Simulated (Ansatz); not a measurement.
TiAl:
```yaml
crystal:
  lattice:
    - [2.81002, 0.00000, 0.00000]
    - [0.00000, 2.81002, 0.00000]
    - [0.00000, 0.00000, 4.06613]
  atoms:
    - { symbol: Al, position: [0.50000, 0.50000, 0.50000] }
    - { symbol: Ti, position: [0.00000, 0.00000, 0.00000] }
```

Relaxed with r²SCAN.

Task: Map the electron localisation function on the plane through (0.500, 0.500, 0.500) spanned by u = [1, 0, 0] and v = [0, 1, 1] in lattice vectors, from DFT-r²SCAN in the program Ansatz with PAW potentials.

Result: x is the fraction of u, y of v (the angle between them is 90°; rows are the nearest grid lines); atoms in the plane: Al at (0.00, 0.00), Ti at (0.50, 0.50).
```
y \ x   0.000  0.0625  0.188  0.250  0.375  0.438  0.562  0.625  0.750  0.812  0.938   1.00
------  -----  ------  -----  -----  -----  -----  -----  -----  -----  -----  -----  -----
1.00    0.023   0.128  0.042  0.254  0.669  0.699  0.699  0.669  0.254  0.042  0.128  0.023
0.920   0.013   0.015  0.162  0.420  0.667  0.680  0.680  0.667  0.420  0.162  0.015  0.013
0.840   0.478   0.492  0.571  0.600  0.596  0.582  0.582  0.596  0.600  0.571  0.492  0.478
0.760   0.707   0.689  0.545  0.433  0.246  0.206  0.206  0.246  0.433  0.545  0.689  0.707
0.680   0.562   0.509  0.189  0.103  0.144  0.219  0.219  0.144  0.103  0.189  0.509  0.562
0.600   0.383   0.304  0.162  0.314  0.627  0.639  0.639  0.627  0.314  0.162  0.304  0.383
0.520   0.323   0.257  0.392  0.645  0.447  0.088  0.088  0.447  0.645  0.392  0.257  0.323
0.480   0.323   0.257  0.392  0.645  0.447  0.088  0.088  0.447  0.645  0.392  0.257  0.323
0.400   0.383   0.304  0.162  0.314  0.627  0.639  0.639  0.627  0.314  0.162  0.304  0.383
0.320   0.562   0.509  0.189  0.103  0.144  0.219  0.219  0.144  0.103  0.189  0.509  0.562
0.240   0.707   0.689  0.545  0.433  0.246  0.206  0.206  0.246  0.433  0.545  0.689  0.707
0.160   0.478   0.492  0.571  0.600  0.596  0.582  0.582  0.596  0.600  0.571  0.492  0.478
0.0800  0.013   0.015  0.162  0.420  0.667  0.680  0.680  0.667  0.420  0.162  0.015  0.013
0.000   0.023   0.128  0.042  0.254  0.669  0.699  0.699  0.669  0.254  0.042  0.128  0.023
```

The density is the valence pseudo-density with augmentation charge, so density and ELF within about 1 Å of a nucleus are not all-electron values.

Space group P4/mmm (L1₀ or tetragonal B2). The cell was relaxed with r²SCAN under the symmetry of its start. No spin polarisation was allowed.

Potentials: the later of the program's two PAW sets.
